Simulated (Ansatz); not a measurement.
PdSeO4:
```cif
data_O8Pd2Se2
_chemical_formula_sum 'Pd2 Se2 O8'
_space_group_name_H-M_alt 'P 1'
_space_group_IT_number 1
_cell_length_a 5.04429
_cell_length_b 5.04429
_cell_length_c 7.69227
_cell_angle_alpha 83.273
_cell_angle_beta 96.727
_cell_angle_gamma 101.008
loop_
_space_group_symop_operation_xyz
  'x, y, z'
loop_
_atom_site_label
_atom_site_type_symbol
_atom_site_fract_x
_atom_site_fract_y
_atom_site_fract_z
_atom_site_occupancy
Pd1 Pd 0.00000 0.50000 0.50000 1
Pd2 Pd 0.50000 0.00000 0.00000 1
Se1 Se 0.06611 0.06611 0.25000 1
Se2 Se 0.93389 0.93389 0.75000 1
O1 O 0.88364 0.25611 0.71103 1
O2 O 0.11636 0.74389 0.28897 1
O3 O 0.25611 0.88364 0.78897 1
O4 O 0.74389 0.11636 0.21103 1
O5 O 0.19881 0.23240 0.42651 1
O6 O 0.80119 0.76760 0.57349 1
O7 O 0.23240 0.19881 0.07349 1
O8 O 0.76760 0.80119 0.92651 1
```

Relaxed with PBEsol.

Question: Which orbitals make up the states near the band edges in plane-wave PAW PBEsol (Ansatz code)?

Answer: Top 1 eV of the valence band: Pd 4d 72 %, O 2p 23 %. Bottom 1 eV of the conduction band: Pd 4d 44 %, O 2p 38 %, O 2s 6 %, Se 4s 5 %. Projections are on Löwdin-orthogonalised atomic valence shells; empty p or d shells of many metals are not among them.

Question: Tabulate the density of states.

Answer: States/eV per cell of 12 atoms, in 0.25 eV bins, energy from the valence-band maximum.

| E (eV) | total | O 2p | Pd 4d | Se 4p |
|---|---|---|---|---|
| -7.85 | 6.29 | 3.75 | 0.92 | 1.17 |
| -7.60 | 10.93 | 6.74 | 1.29 | 2.02 |
| -7.35 | 6.85 | 4.28 | 0.52 | 1.32 |
| -7.10 | 10.30 | 6.53 | 0.41 | 2.09 |
| -6.85 | 7.17 | 4.65 | 0.16 | 1.46 |
| -6.60 | 3.31 | 2.16 | 0.06 | 0.66 |
| -6.35 | 0.00 | 0.00 | 0.00 | 0.00 |
| -6.10 | 0.00 | 0.00 | 0.00 | 0.00 |
| -5.85 | 0.00 | 0.00 | 0.00 | 0.00 |
| -5.60 | 0.37 | 0.23 | 0.11 | 0.01 |
| -5.35 | 5.59 | 3.77 | 1.43 | 0.09 |
| -5.10 | 7.17 | 5.05 | 1.66 | 0.11 |
| -4.85 | 4.03 | 2.94 | 0.80 | 0.07 |
| -4.60 | 7.18 | 5.27 | 1.28 | 0.16 |
| -4.35 | 7.59 | 5.87 | 1.24 | 0.11 |
| -4.10 | 9.81 | 7.95 | 1.36 | 0.19 |
| -3.85 | 11.73 | 9.39 | 1.78 | 0.18 |
| -3.60 | 12.85 | 10.18 | 2.06 | 0.19 |
| -3.35 | 11.03 | 9.01 | 1.47 | 0.18 |
| -3.10 | 13.33 | 11.37 | 1.39 | 0.17 |
| -2.85 | 12.71 | 11.28 | 1.00 | 0.11 |
| -2.60 | 12.97 | 11.47 | 1.15 | 0.07 |
| -2.35 | 9.76 | 8.93 | 0.63 | 0.04 |
| -2.10 | 1.90 | 1.81 | 0.06 | 0.01 |
| -1.85 | 0.00 | 0.00 | 0.00 | 0.00 |
| -1.60 | 0.23 | 0.03 | 0.18 | 0.00 |
| -1.35 | 2.52 | 0.37 | 1.95 | 0.04 |
| -1.10 | 7.65 | 1.31 | 5.85 | 0.15 |
| -0.85 | 11.83 | 2.16 | 9.07 | 0.22 |
| -0.60 | 15.64 | 3.58 | 11.30 | 0.21 |
| -0.35 | 19.10 | 4.82 | 13.50 | 0.19 |
| -0.10 | 7.02 | 2.01 | 4.74 | 0.04 |
| 0.15 | 0.00 | 0.00 | 0.00 | 0.00 |
| 0.40 | 0.00 | 0.00 | 0.00 | 0.00 |
| 0.65 | 0.00 | 0.00 | 0.00 | 0.00 |
| 0.90 | 0.00 | 0.00 | 0.00 | 0.00 |
| 1.15 | 0.00 | 0.00 | 0.00 | 0.00 |
| 1.40 | 5.52 | 2.10 | 2.49 | 0.20 |
| 1.65 | 5.99 | 2.30 | 2.72 | 0.16 |
| 1.90 | 4.56 | 1.69 | 2.19 | 0.12 |
| 2.15 | 0.67 | 0.31 | 0.08 | 0.01 |
| 2.40 | 1.49 | 0.74 | 0.08 | 0.01 |
| 2.65 | 3.30 | 1.74 | 0.14 | 0.03 |
| 2.90 | 2.82 | 1.52 | 0.17 | 0.05 |
| 3.15 | 2.32 | 1.23 | 0.22 | 0.07 |
| 3.40 | 3.42 | 1.79 | 0.39 | 0.13 |
| 3.65 | 1.53 | 0.82 | 0.18 | 0.08 |
| 3.90 | 0.40 | 0.21 | 0.05 | 0.03 |
| 4.15 | 0.00 | 0.00 | 0.00 | 0.00 |
| 4.40 | 0.00 | 0.00 | 0.00 | 0.00 |
| 4.65 | 0.00 | 0.00 | 0.00 | 0.00 |
| 4.90 | 0.00 | 0.00 | 0.00 | 0.00 |
| 5.15 | 4.95 | 1.53 | 0.06 | 2.48 |
| 5.40 | 3.78 | 1.16 | 0.04 | 1.85 |
| 5.65 | 6.53 | 1.88 | 0.05 | 3.10 |
| 5.90 | 9.71 | 2.87 | 0.10 | 4.55 |
| 6.15 | 7.54 | 2.36 | 0.10 | 3.56 |

Space group C2/c. The workflow started from a Materials Project entry (that database holds measured and hypothetical structures alike); the Crystallography Open Database copy checked does not list it. Whether it is the stable phase at ambient conditions was not checked. The cell was relaxed with PBEsol under the symmetry of its start; whether a distortion lowers the energy is not shown. No spin polarisation was allowed. Scalar-relativistic: spin–orbit coupling is off unless named, which matters more the heavier the elements.

Potentials: the later of the program's two PAW sets.
